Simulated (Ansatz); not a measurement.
## Zincblende alloy of GaAs and GaBi (6 of 32 As sites exchanged), 64 atoms

Ansatz, PAW, plane waves. PBEsol relaxation of volume and atoms (shape held) at the single k point (¼, ¼, ¼) without its symmetry partners; single points on the relaxed atoms at the single k point (¼, ¼, ¼) without its symmetry partners, onto which points of the small cell's zone fold. Arrangement: clustered. No spin–orbit coupling unless named.

Relaxed structure:

```cif
data_structure
_symmetry_space_group_name_H-M 'P 1'
_symmetry_Int_Tables_number 1
_cell_length_a 11.5635
_cell_length_b 11.5635
_cell_length_c 11.5635
_cell_angle_alpha 90.000
_cell_angle_beta 90.000
_cell_angle_gamma 90.000
_cell_volume 1546.21
loop_
_atom_site_label
_atom_site_type_symbol
_atom_site_fract_x
_atom_site_fract_y
_atom_site_fract_z
_atom_site_occupancy
Ga1 Ga 0.02192 0.99932 0.99892 1
Ga2 Ga 0.00223 0.00020 0.50142 1
Ga3 Ga 0.00179 0.49882 0.00018 1
Ga4 Ga 0.00137 0.49841 0.50028 1
Ga5 Ga 0.48887 0.01085 0.98855 1
Ga6 Ga 0.48788 0.00945 0.50876 1
Ga7 Ga 0.49641 0.49810 0.99815 1
Ga8 Ga 0.50022 0.49861 0.50137 1
Ga9 Ga 0.24907 0.25416 0.99994 1
Ga10 Ga 0.24751 0.25348 0.50192 1
Ga11 Ga 0.24117 0.73769 0.98947 1
Ga12 Ga 0.24962 0.75075 0.50030 1
Ga13 Ga 0.75011 0.27289 0.99911 1
Ga14 Ga 0.74997 0.25418 0.50025 1
Ga15 Ga 0.75002 0.72970 0.99988 1
Ga16 Ga 0.75973 0.73836 0.50885 1
Ga17 Ga 0.24154 0.00968 0.26177 1
Ga18 Ga 0.24844 0.00011 0.74737 1
Ga19 Ga 0.24856 0.49871 0.24969 1
Ga20 Ga 0.24928 0.49873 0.74843 1
Ga21 Ga 0.76160 0.01118 0.26108 1
Ga22 Ga 0.75091 0.99937 0.72808 1
Ga23 Ga 0.75209 0.49694 0.25297 1
Ga24 Ga 0.74977 0.49933 0.74817 1
Ga25 Ga 0.00062 0.25351 0.25080 1
Ga26 Ga 0.00944 0.26003 0.74022 1
Ga27 Ga 0.01128 0.73869 0.26124 1
Ga28 Ga 0.00039 0.74997 0.74950 1
Ga29 Ga 0.48789 0.26227 0.26166 1
Ga30 Ga 0.49940 0.25371 0.74857 1
Ga31 Ga 0.50029 0.73015 0.24940 1
Ga32 Ga 0.48875 0.73898 0.73901 1
As1 As 0.12768 0.13129 0.12814 1
As2 As 0.12685 0.12613 0.62275 1
As3 As 0.12559 0.61965 0.12479 1
As4 As 0.12521 0.62474 0.62462 1
As5 As 0.62231 0.13079 0.62128 1
As6 As 0.62508 0.61164 0.12494 1
As7 As 0.62455 0.62000 0.62483 1
As8 As 0.37160 0.37806 0.12516 1
As9 As 0.37404 0.37611 0.62452 1
As10 As 0.36989 0.87471 0.62499 1
As11 As 0.87884 0.38002 0.12754 1
As12 As 0.87550 0.37802 0.62289 1
As13 As 0.88052 0.87171 0.62103 1
As14 As 0.36886 0.13171 0.38125 1
As15 As 0.36776 0.13263 0.86790 1
As16 As 0.37211 0.61936 0.37795 1
As17 As 0.37198 0.61915 0.87107 1
As18 As 0.88188 0.13257 0.38226 1
As19 As 0.87824 0.61879 0.37797 1
As20 As 0.87825 0.61894 0.87194 1
As21 As 0.12513 0.37596 0.37523 1
As22 As 0.12668 0.37787 0.87410 1
As23 As 0.12514 0.87515 0.38001 1
As24 As 0.12920 0.87117 0.86901 1
As25 As 0.62452 0.37766 0.37780 1
As26 As 0.62157 0.38134 0.87105 1
Bi1 Bi 0.62188 0.13526 0.12814 1
Bi2 Bi 0.36750 0.87255 0.12534 1
Bi3 Bi 0.88252 0.87003 0.12695 1
Bi4 Bi 0.87821 0.12851 0.87175 1
Bi5 Bi 0.62413 0.87317 0.38204 1
Bi6 Bi 0.62320 0.87011 0.86750 1
```

(1) What are the mean bond lengths by pair (pairs within 1.2 times the sum of covalent radii, less contacts 15 % beyond the pair's median; cation–cation pairs of compounds aside; long ionic contacts are cut short by that bound)?

(2) What gap lies between the top filled and the lowest empty level in the single points?

Answers

(1) As–Ga 2.472 ± 0.016 Å (standard deviation, 104 bonds); Bi–Ga 2.655 ± 0.014 Å (standard deviation, 24 bonds).

(2) r²SCAN 1.10 eV (5.5 s on NVIDIA GB200). Away from Γ this isn't the crystal's band gap.
